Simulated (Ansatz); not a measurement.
A plane-wave DFT run in Ansatz 0.2.0 (scalar-relativistic PAW potentials unless the input names others): input and command.

```yaml
crystal:
  lattice:
    - [5.4123975663, 0.0, 0.0]
    - [0.0, 5.4123975663, 0.0]
    - [0.0, 0.0, 5.4123975663]
  atoms:
    - { symbol: Ga, position: [0.25, 0.25, 0.25] }
    - { symbol: Ga, position: [0.25, 0.75, 0.75] }
    - { symbol: Ga, position: [0.75, 0.75, 0.25] }
    - { symbol: Ga, position: [0.75, 0.25, 0.75] }
    - { symbol: Si, position: [0.0, 0.0, 0.0] }
    - { symbol: Si, position: [0.5, 0.5, 0.5] }
kpoints:
  mp_grid: { grid: [8, 8, 8], shift: [0.5, 0.5, 0.5] }
hamiltonian:
  xc: rpbe
scf:
  occupations: { method: gaussian, width: 0.1 }
output:
  forces: true
  eigenvalues: true
  stress: true
```

```bash
ansatz run input.yaml --threads 1 --pin off --max-ram 2560MiB --backend cpu --events-out ev --progress --plain --runs-dir out
```

Abridged log:
```
Pseudopotentials: kind: paw
Pseudopotential: Ga, paw, valence charge 13, recommended cutoff 420 eV (normal)
Pseudopotential: Si, paw, valence charge 4, recommended cutoff 420 eV (normal)
Functional definition: RPBE
Crystal: 6 atoms, lattice volume = 158.551 Å³
Basis set: ecut = 420 eV, 3071 PW (Γ), exchange–correlation on 80×80×80 points (8 copies of the dense FFT grid, shifted against one another)
Bands: 36, of which v1, the nominal top of the filled ones, is band 30 counted from 1 (29 counted from 0)
Symmetry: 48 space group operations
Space group: Pn-3m (ITA 224), of the structure as read, at distance tolerance 5.4e-5 Å
k-points: 20 of 512
Initial density: superposition of atomic densities (neutral atoms: chi_scale 0, normalization atom), corrected by the library's trained network
Initial wavefunctions: pseudopotential atomic-orbital guess
Functional: x = rpbe, c = pbe(β = 0.06672455)
SCF iter   1: F=—  HF=-16428.723877 eV  |F-HF|=—  |Δ(HF+E_count)|=         —  Δρ=3.65e-3  dr2=8.28e-3  ethr=1.77e-3  ⟨swp⟩=7.1  Hψ=3091  notcnv=0
SCF iter   2: F=—  HF=-16428.719643 eV  |F-HF|=—  |Δ(HF+E_count)|=   4.23e-3  Δρ=1.70e-3  dr2=2.80e-3  ethr=1.38e-5  ⟨swp⟩=2.0  Hψ=1386  notcnv=0
SCF iter   3: F=—  HF=-16428.719798 eV  |F-HF|=—  |Δ(HF+E_count)|=   1.55e-4  Δρ=8.38e-4  dr2=6.06e-4  ethr=4.66e-6  ⟨swp⟩=2.0  Hψ=1208  notcnv=0
SCF iter   4: F=—  HF=-16428.719731 eV  |F-HF|=—  |Δ(HF+E_count)|=   6.71e-5  Δρ=1.55e-4  dr2=3.70e-5  ethr=1.01e-6  ⟨swp⟩=2.0  Hψ=1299  notcnv=0
SCF iter   5: F=—  HF=-16428.719737 eV  |F-HF|=—  |Δ(HF+E_count)|=   6.36e-6  Δρ=5.32e-5  dr2=4.74e-6  ethr=6.16e-8  ⟨swp⟩=2.0  Hψ=901  notcnv=0
SCF iter   6: F=—  HF=-16428.719743 eV  |F-HF|=—  |Δ(HF+E_count)|=   5.87e-6  Δρ=1.50e-5  dr2=3.74e-7  ethr=7.89e-9  ⟨swp⟩=2.0  Hψ=1299  notcnv=0
SCF iter   7: F=-16428.719744 eV  HF=-16428.719744 eV  |F-HF|=1.36e-8  |Δ(HF+E_count)|=   2.74e-7  Δρ=3.86e-6  dr2=3.67e-8  ethr=1.67e-10  ⟨swp⟩=8.1  Hψ=3284  notcnv=0
SCF 1 converged in 7 iterations: F = -16428.719744 eV  dr2 = 3.67e-8
SCF converged after 7 iterations
Free energy (F): -16428.719744 eV
Harris-Foulkes:  -16428.719744 eV  (|F-HF|=1.36e-8)
Internal energy: -16428.703377 eV  (E = F + TS)
E sigma→0 (E₀):  -16428.711560 eV
Entropy (-TS):   -0.016366 eV (-2.728 meV/atom)
Fermi energy:    5.439516 eV
--- Forces (eV/Å), atoms counted from 1 ---
  atom   1  Ga     0.00000000     0.00000000     0.00000000
  atom   2  Ga     0.00000000     0.00000000     0.00000000
  atom   3  Ga     0.00000000     0.00000000     0.00000000
  atom   4  Ga     0.00000000     0.00000000     0.00000000
  atom   5  Si     0.00000000     0.00000000     0.00000000
  atom   6  Si     0.00000000     0.00000000     0.00000000
--- Stress (GPa, compression-positive) ---
        1.191589       0.000000       0.000000
        0.000000       1.191589       0.000000
        0.000000       0.000000       1.191589
  P = ⅓ Tr σ = 1.1916 GPa (11.916 kbar)
```

Apart from outputs, empty bands and the relaxation, which only the reference makes, the input differs from a reference run on usual settings in kpoints.mp_grid.shift: not typed → [0.5, 0.5, 0.5]; hamiltonian.xc: "pbe" → "rpbe"; basis.ecutwfc: 420 → not typed. The reference, at the same geometry, ended its own course with pressure 0.00 GPa, largest force 0.000 eV/Å, no gap on the mesh. This run converged in 7 SCF iterations with a total energy on another zero, pressure 1.19 GPa, largest force 0.000 eV/Å, no gap on the mesh.

It took 3.6 s on 1 thread of Intel(R) Xeon(R) 6975P-C (Granite Rapids) (shared host), peak memory 0.47 GiB.